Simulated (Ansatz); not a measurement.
Input and output for N (N2 molecule in a box): DFT, LDA, all-electron PAW with datasets made for the crystal, scalar-relativistic (Ansatz 0.2.0).

The cell comes from a relaxation on PAW files under the same functional, begun from a database entry that needn't be the ground state.

Command: `ansatz run input.yaml --threads 4 --pin off --max-ram 10240MiB --backend cpu --events-out ev --progress --plain --runs-dir out` It took 3.1 s on 4 threads of Arm Neoverse V1 (shared host), peak memory 1.2 GiB.

```yaml
crystal:
  lattice:
    - [9.0, 0.0, 0.0]
    - [0.0, 9.2, 0.0]
    - [0.0, 0.0, 10.1]
  atoms:
    - { symbol: "N", position: [0.5, 0.5, 0.4458810925] }
    - { symbol: "N", position: [0.5, 0.5, 0.5541189075] }
kpoints:
  mp_grid: { grid: [1, 1, 1] }
scf:
  occupations: { method: fermi_dirac, width: 0.01 }
hamiltonian:
  xc: lda
  pseudopotentials: { kind: all_electron, datasets: crystal }
output:
  forces: true
  stress: true
  eigenvalues: true
```

Output:

```
hamiltonian.pseudopotentials.datasets: crystal makes datasets for this crystal and solves the spheres of its atoms anew in each pass: cutoff 1060.0 eV, the density's 4240.0 eV; for an error of 0.50 meV an atom under PBE, 1.0 meV for the cell; an energy difference from a run of another recipe may be off by several times the error for the cell, under r2SCAN by more, where some 0.1 meV an atom stays at smaller errors; N in spheres of 0.545 Å, 5 of its electrons in bands
Engine: ansatz 0.2.0
Pseudopotentials: kind: all_electron
Pseudopotential: N, paw, valence charge 5, recommended cutoff 1060 eV (normal), crystal/all_electron/lda/scalar/gaussian/N, Koelling and Harmon's equation, gaussian nucleus
Functional definition: SPW92
  exchange = slater_x
  correlation = pw_c
Crystal: 2 atoms, lattice volume = 836.280 Å³
Basis set: ecut = 1060 eV, 65543 PW (Γ)
Bands: 9, of which v1, the nominal top of the filled ones, is band 5 counted from 1 (4 counted from 0)
Symmetry: 8 space group operations
Space group: Pmmm (ITA 47), of the structure as read, at distance tolerance 9.4e-5 Å
k-points: 1
Non-local potential: N, projectors of the file, l = 0: 1, l = 1: 1
PAW form: soft (Blöchl's): semilocal exchange-correlation on the pseudo side does not see the compensation charge
PAW one-centre angular grid: N, 110 points (default); XC on its mesh's 1755 points in the sphere
Initial density: superposition of atomic densities (neutral atoms: chi_scale 0, normalization atom)
Initial wavefunctions: pseudopotential atomic-orbital guess
Functional: x = slater, c = lda
iter 1 solved again at ethr=2.10e-2 eV; its pass at ethr=1.00e-1 eV (dr2=2.10e0 eV) is discarded
SCF iter   1: F=—  HF=-2960.446307 eV  |F-HF|=—  |Δ(HF+E_count)|=         —  Δρ=2.31e-2  dr2=2.24e0  ethr=2.10e-2  ⟨swp⟩=5.0  Hψ=62  notcnv=0
preconditioner: auto → Resta (q_TF=auto, 1.305 Å⁻¹)  ε∞=1.1  [insulator: Δε(μ)=8.906 eV  Ē_g=12.199 eV  σ=0.010 eV  W_gap=1.00  n_scr=28 (ndim 8)  ℏωp=3.6 eV  f_vac=0.891  D(μ)=0.00/eV (n_scr^D=0)  ε∞_Penn≈1.1  vacuum switching on, ρ_ref=1.1e-2 e/Å³]
iter 2 solved again at ethr=1.61e-3 eV; its pass at ethr=2.10e-2 eV (dr2=1.61e-1 eV) is discarded
SCF iter   2: F=—  HF=-2959.531154 eV  |F-HF|=—  |Δ(HF+E_count)|=   9.15e-1  Δρ=8.46e-3  dr2=1.59e-1  ethr=1.61e-3  ⟨swp⟩=3.0  Hψ=46  notcnv=0  defer=2
SCF iter   3: F=—  HF=-2959.468398 eV  |F-HF|=—  |Δ(HF+E_count)|=   6.28e-2  Δρ=1.66e-3  dr2=5.76e-3  ethr=1.59e-3  ⟨swp⟩=2.0  Hψ=18  notcnv=0
SCF iter   4: F=—  HF=-2959.466851 eV  |F-HF|=—  |Δ(HF+E_count)|=   1.55e-3  Δρ=1.13e-4  dr2=4.58e-5  ethr=5.76e-5  ⟨swp⟩=4.0  Hψ=31  notcnv=0  defer=2
SCF iter   5: F=—  HF=-2959.467452 eV  |F-HF|=—  |Δ(HF+E_count)|=   6.01e-4  Δρ=3.42e-5  dr2=2.21e-6  ethr=4.58e-7  ⟨swp⟩=5.0  Hψ=35  notcnv=0  defer=1
SCF iter   6: F=—  HF=-2959.467453 eV  |F-HF|=—  |Δ(HF+E_count)|=   3.97e-7  Δρ=7.62e-6  dr2=9.15e-8  ethr=2.21e-8  ⟨swp⟩=3.0  Hψ=17  notcnv=0
SCF iter   7: F=-2959.467453 eV  HF=-2959.467453 eV  |F-HF|=2.98e-9  |Δ(HF+E_count)|=   1.08e-8  Δρ=8.76e-7  dr2=4.04e-9  ethr=9.15e-10  ⟨swp⟩=3.0  Hψ=19  notcnv=0
SCF 1 converged in 7 iterations: F = -2959.467452 eV  dr2 = 4.04e-9
  Residual-converged pass: ⟨swp⟩=3.0  Hψ=15  notcnv=0  max |occ|·‖R‖ = 4.1e-6 eV (tolerance 5.3e-6 eV)  dr2=4.04e-9  dr2_onsite=3.39e-9  max |Δocc| = 0.0e0
  greatest PAW one-centre occupation: 0.324 electrons in one spin orbital (limit 2), on the N atom at site 1 (counted from 0), in its partial waves of l = 0
SCF converged after 7 iterations
Free energy (F): -2959.467452 eV
Harris-Foulkes:  -2959.467452 eV  (|F-HF|=2.98e-9)
Internal energy: -2959.467452 eV  (E = F + TS)
E sigma→0 (E₀):  -2959.467452 eV
Past the cutoff: the bands carry plane waves up to 1.75 times it, of which those up to 1.5 times it add -0.000132 eV an atom, each by itself; the spheres take 0.000168 eV an atom off the energy for waves past 1.75 times it
By the cutoff:   a pressure is off by up to 0.004 GPa (1.2 times the spheres' own share and the shells' term, over an atom's volume, and 0.004 GPa: a bound that held against runs at twice the plane waves)
Past the cutoffs: a stress includes 0.0000 GPa for waves and charges beyond them, in addition to the slope of what the spheres take
In the spheres:  the bands' charges fall short by 1.6e-7 e at most (sound up to 1e-3)
Fermi energy:    -6.039940 eV
--- Per-component energies (eV) ---
  E_band       = -149.551761
  E_kinetic    = 327.465550
  E_local      = -1406.350104  (includes V_loc(G=0)·N_el)
  E_nonlocal   = 21.500734
  E_hartree    = 546.778749
  E_xc         = -128.947239
  E_vxc        = -166.602075  (∫ρ·V_xc dr)
  E_paw        = -2661.895605  (= ΣΔE_a)
  E_vpaw       = -247.033246  (= ΣTr[D̂ρ^β])
  E_ewald      = 114.072643
  E_smearing   = -0.000000  (= −TS)
  E_closure    = 227.907821  (closes the sum)
  Σ components = -2959.467452   (vs F -2959.467452, Δ=0.00e0)
  The terms above E_closure are by the made datasets' own strengths, without shells solved beside the bands.
--- Forces (eV/Å), atoms counted from 1 ---
  atom   1  N      0.00000000    -0.00000000    -0.17997335
  atom   2  N      0.00000000    -0.00000000     0.17997335
  max |Σ_I F_I| component: 2.78e-17 eV/Å
--- Stress (GPa, compression-positive) ---
        0.000058       0.000000       0.000000
        0.000000       0.000051      -0.000000
        0.000000      -0.000000       0.037675
  P = ⅓ Tr σ = 0.0126 GPa (0.126 kbar)
--- Band table (eV) ---
  k-point 0: bands = ["-28.0793", "-13.1787", "-11.6756", "-11.6756", "-10.1667", "-1.9063", "-1.9062"]
```
